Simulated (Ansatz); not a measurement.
## BeGe, a known structure type with other elements, at an estimated volume

```xyz
6
Lattice="4.5257 0.0000 0.0000 0.0000 2.7837 0.0000 -1.6964 0.0000 6.5596" Properties=species:S:1:pos:R:3 pbc="T T T"
Be    0.6203    1.3918    2.2040
Be    2.2090    1.3918    4.3556
Ge   -0.0606    0.0000    4.3293
Ge    2.8899    0.0000    2.2303
Be    2.2628    1.3918    0.0000
Ge    0.0000    0.0000    0.0000
```

The numbers come from plane-wave PAW DFT (Ansatz): PBE, no spin polarisation, 420 eV, 6×10×4 Γ-centred k points, fermi-dirac occupations (width 0.1 eV). Nothing was relaxed.

- Contacts: Ge–Ge at 2.62 Å: least valence density 0.33 e/Å³ and ELF 0.45 there. Both are smooth PAW fields, read partly inside the augmentation spheres.
- Charges: Bader charges in e: Be +0.81, Ge -0.82 to -0.79. In the mean Be gives up most and Ge takes most.
- Formation energy: 0.58 eV an atom against the elements' usual phases (free molecules for gases, crystals otherwise, with no correction for O₂ or N₂), so at this geometry it isn't bound against them. Relaxing would lower it.
- Stress: The pressure is 0.7 GPa (compression positive), so with the atoms held at these fractions the cell would first expand; the forces are large, so a full relaxation may end otherwise. The principal stresses -2.1, 1.7, 2.5 GPa differ, so its shape would change too.
- At the Fermi level: It is a metal, with about 2.1 states/eV a cell as the mean within 0.25 eV of the Fermi level.

Origin: a known structure type with other elements, at an estimated volume, so it need not be a known compound.
